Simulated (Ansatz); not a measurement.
CuAu:
```
CELL_PARAMETERS angstrom
      2.83441     0.00000     0.00000
      0.00000     2.83441     0.00000
      0.00000     0.00000     3.53801
ATOMIC_POSITIONS crystal
  Cu 0.50000 0.50000 0.50000
  Au 0.00000 0.00000 0.00000
```

Relaxed with PBEsol. Special points in fractions of this cell's reciprocal vectors: Γ (0.000, 0.000, 0.000); X (0.000, 0.500, 0.000); M (0.500, 0.500, 0.000); Z (0.000, 0.000, 0.500); R (0.000, 0.500, 0.500); A (0.500, 0.500, 0.500).

Task: List the band energies nearest the Fermi level at these points for plane-wave PAW PBEsol (Ansatz code).

Result: In eV from the Fermi level; about four levels below and three above (degenerate sets whole), none deeper than 8.9 eV; points with the same levels are listed once.

| k | below | above |
|---|---|---|
| Γ | -2.10 -1.69 -1.47 -1.47 | 2.73 9.14 9.43 9.43 |
| X | -2.51 -2.29 -1.01 -0.35 | 10.07 10.17 11.90 |
| M | -1.75 -1.72 -1.32 -1.32 | 0.25 0.25 4.84 |
| Z | -2.45 -2.45 -2.30 -2.08 | 14.04 14.42 14.42 |
| R | -1.54 -1.48 -1.19 -1.18 | 2.73 4.65 15.54 |
| A | -3.08 -2.16 -1.77 -1.72 | 5.14 5.53 5.53 |

Space group P4/mmm (L1₀ or tetragonal B2). The PBEsol relaxation kept the symmetry of its start; of distortions, only those at the zone centre were tested. The run is not spin-polarised. Scalar-relativistic: spin–orbit coupling is off unless named, which matters more the heavier the elements.

Potentials: the later of the program's two PAW sets.
